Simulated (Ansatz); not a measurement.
CsCaH3 (cubic perovskite, Pm-3m), LDA (plane waves, PAW; program Ansatz): ε∞ = 3.84, cell volume 89.20 Å³. Infrared-active transverse modes:

```tsv
ω_TO (cm⁻¹)	oscillator strength S_xx (e²/amu)
117.4	0.002789
462.7	2.081
1110.5	1.038
```

### Question
Compute the static dielectric constant.

### Answer
Each mode adds (4.921e7/V) S/ω²: 0.11, 5.36, 0.46. So ε0 = 9.78.

The workflow started from a Materials Project entry (that database holds measured and hypothetical structures alike); the Crystallography Open Database copy checked does not list it. Whether it is the stable phase at ambient conditions was not checked. The cell was relaxed with LDA under the symmetry of its start; phonons on a q-mesh show no instability. Spin–orbit coupling is left out wherever it is not named.

Potentials: the later of the program's two PAW sets.
